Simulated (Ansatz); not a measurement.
Ta (diamond, space group No. 227), a = 6.0019 Å, b = 6.0019 Å, c = 6.0019 Å, α = 90.00°, β = 90.00°, γ = 90.00°; the cell used has 2 atoms.

Relaxed with PBEsol.

Question: Decompose the optical modes at the zone centre into irreducible representations, and say which are infrared and Raman allowed.

Answer: Point group m-3m: Γ_opt = T2g. Infrared: none. Raman: T2g.

Question: Assign frequencies (DFPT, the program Ansatz at the PBEsol level (PAW)).

Answer: T2g 77 cm⁻¹.

Space group Fd-3m (diamond). The start of the workflow was typed in or built on a structure type; neither database checked (COD, Materials Project) lists it. It is not the phase usual at ambient conditions (space group No. 229). The cell was relaxed with PBEsol under the symmetry of its start. At this level the phase is mechanically unstable. The run is not spin-polarised. As this level gives no gap, phonon frequencies hold no LO–TO term and depend on the k-mesh and smearing (Fermi–Dirac, 0.1 eV here). Scalar-relativistic: spin–orbit coupling is off unless named, which matters more the heavier the elements.

Potentials: the later of the program's two PAW sets.
